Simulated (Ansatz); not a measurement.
Given:

V3Ge:
```xyz
4
Lattice="0.0000 3.0073 3.0073 3.0073 0.0000 3.0073 3.0073 3.0073 0.0000" Properties=species:S:1:pos:R:3 pbc="T T T"
Ge     0.0000     0.0000     0.0000
V      3.0073     3.0073     3.0073
V      1.5037     1.5037     1.5037
V      4.5110     4.5110     4.5110
```
Starting moments (μB, in the order of the atoms Ge V V V): 0.0 0.0 -1.8 1.8.

This is the r²SCAN-relaxed structure.

Task: All from plane-wave PAW r²SCAN (Ansatz code), unless another level is named. Give the electronic character.

Result: metallic (no gap).

Task: Predict the formation energy from the elements (no fitted shifts).

Result: -0.26 eV/atom.

Task: Predict the density of states at the Fermi level.

Result: 0.81 states/eV per atom (mean over ±0.08 eV).

Space group Fm-3m. The cell is a constructed one: a structure type filled with these elements; neither database checked (COD, Materials Project) lists it. COD files the formula under space group No. 223, so this cell is another polymorph or a model. Whether it is the stable phase at ambient conditions was not checked. The cell was relaxed with r²SCAN under the symmetry of its start, as lowered by the spin order; whether a distortion lowers the energy is not shown. Magnetic state: antiferromagnetic, chosen from 2 collinear starts compared on coarse meshes (ties went to the first, and starts can fall back to one state), not a proven ground state. The program gave a warning on the electronic state, which may not be the lowest. The references are the lowest solids computed at this level, not always the standard phases. Scalar-relativistic: spin–orbit coupling is off unless named, which matters more the heavier the elements.

Potentials: the later of the program's two PAW sets.
